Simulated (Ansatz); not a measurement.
CuCl:
Space group Pnma (No. 62); a = 7.227 Å, b = 3.735 Å, c = 5.515 Å, α = 90.00°, β = 90.00°, γ = 90.00°

```csv
atom,site,symmetry,x,y,z
Cu,4c,.m.,0.1213,0.2500,0.0396
Cl,4c,.m.,0.1296,0.7500,0.2708
```

Relaxed with PBEsol.

Q: Decompose the optical modes at the zone centre into irreducible representations, and say which are infrared and Raman allowed.

A: Point group mmm: Γ_opt = 4Ag + 2Au + 2B1g + 3B1u + 4B2g + B2u + 2B3g + 3B3u. Infrared: B1u, B2u, B3u. Raman: Ag, B1g, B2g, B3g.

Q: Assign frequencies (DFPT, the program Ansatz at the PBEsol level (PAW); without the LO–TO term).

A: B3u 44i, Au 40, B3g 64, B1u 65, B1g 68, Ag 71, B2g 77, Ag 82, B2g 112, Ag 123, B3u 134, B1u 137, B2g 168, B2u 188, B3u 212, B1u 220, Au 221, Ag 229, B3g 232, B1g 257, B2g 262 cm⁻¹.

Subscripts of B labels follow the axes of the standard setting.

The start of the workflow was typed in or built on a structure type; neither database checked (COD, Materials Project) lists it. It is not the phase usual at ambient conditions (space group No. 216). The PBEsol relaxation kept the symmetry of its start; of distortions, only those at the zone centre were tested, and some modes there are weakly imaginary. The workflow began spin-polarised and lost its moments.

Potentials: the later of the program's two PAW sets.
